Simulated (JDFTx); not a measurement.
Reference run:

Au(100) slab cut from bulk Au (space group Fm-3m, indices of the conventional cell, lattice of the Materials Project entry mp-81, not re-optimised): 5 atoms in 5 planes, a 1x1 cell of 8.70 Å² (|a| = 2.950, |b| = 2.950 Å), 8.3 Å between the outermost planes, cell height 24.3 Å, 8×8×1 k mesh, Fermi smearing 0.01 Ha, no spin polarisation.

Reference level: PBE, GBRV ultrasoft potentials, plane waves to 20/100 Ha, in JDFTx (a modified build). Unrelaxed; liquid: CANDLE, water, 1 M NaCl. SHE scale: U = −μ/e − 4.44 V, by convention.

```csv
run,"F per atom, vacuum (eV)",TS per atom (eV),k states,plane waves per k,work function (eV),U_pzc (V)
run 1,-943.334,0.435,15,6096,5.16,0.44
run 2 (reference),-943.193,0.078,15,6096,5.11,0.41
run 3,-943.165,0.019,15,6096,5.08,0.37
run 4,-943.158,0.007,15,6096,5.07,0.36
```

Q: One setting differs between these runs. Which?
A. slab thickness
B. functional
C. k mesh
D. Fermi smearing width

A: D, Fermi smearing width. The values, in order: 0.02 Ha; 0.01 Ha; 0.005 Ha; 0.003 Ha.
